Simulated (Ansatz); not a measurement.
All numbers below come from DFT PBE, scalar-relativistic, plane waves, PAW (Ansatz 0.2.0). Settings: cutoff 420 eV, Γ-centred meshes spaced at most about 0.3 Å⁻¹, and about 0.25 Å⁻¹ or finer for metals (2π included), Gaussian smearing. Collinear spin in cells that started with moments and kept them past the coarse steps, no spin elsewhere.

Temperature and zero-point effects are left out. All come from trial cells, and lower structures may exist.

Question: Order these relaxed structures of WF3 by energy, lowest first, with the energy over the lowest of them.
1.

```xyz
4
Lattice="-1.7787 1.7787 3.2495 1.7787 -1.7787 3.2495 1.7787 1.7787 -3.2495" Properties=species:S:1:pos:R:3 pbc="T T T"
W     0.0000    0.0000    0.0000
F     0.0000    1.7787    1.6247
F     1.7787    0.0000    1.6247
F     0.0000    0.0000    3.2495
```

2.

```xyz
4
Lattice="4.1522 0.0000 0.0000 0.0000 4.1522 0.0000 0.0000 0.0000 4.1522" Properties=species:S:1:pos:R:3 pbc="T T T"
W     0.0000    0.0000    0.0000
F     0.0000    2.0761    0.0000
F     0.0000    0.0000    2.0761
F     2.0761    0.0000    0.0000
```

3.

```xyz
4
Lattice="3.4411 0.0000 0.0000 0.0000 3.4411 0.0000 0.0000 0.0000 3.4411" Properties=species:S:1:pos:R:3 pbc="T T T"
W     1.7206    1.7206    1.7206
F     1.7206    0.0000    0.0000
F     0.0000    1.7206    0.0000
F     0.0000    0.0000    1.7206
```

Answer: 2 (0 meV/atom), 1 (904 meV/atom), 3 (998 meV/atom). Forms: 2 ReO3 type, Pm-3m, moments up to 1.5 μB; 1 I4/mmm, moments up to 2.0 μB; 3 Pm-3m, moments up to 1.9 μB. Counting F atoms around W (those within 1.25 times the shortest such distance or 1.15 times the sum of covalent radii, 1.27 where that leaves under three): cell 2 has W 6; cell 1 has W 12; cell 3 has W 12.

These runs have no spin–orbit coupling, which can matter for W. The magnetic state reached may not be the lowest. Cells relaxed within their symmetry can be saddle points. Some structure types and database cells were kept out of the candidates from the start, so a known form may be missing.
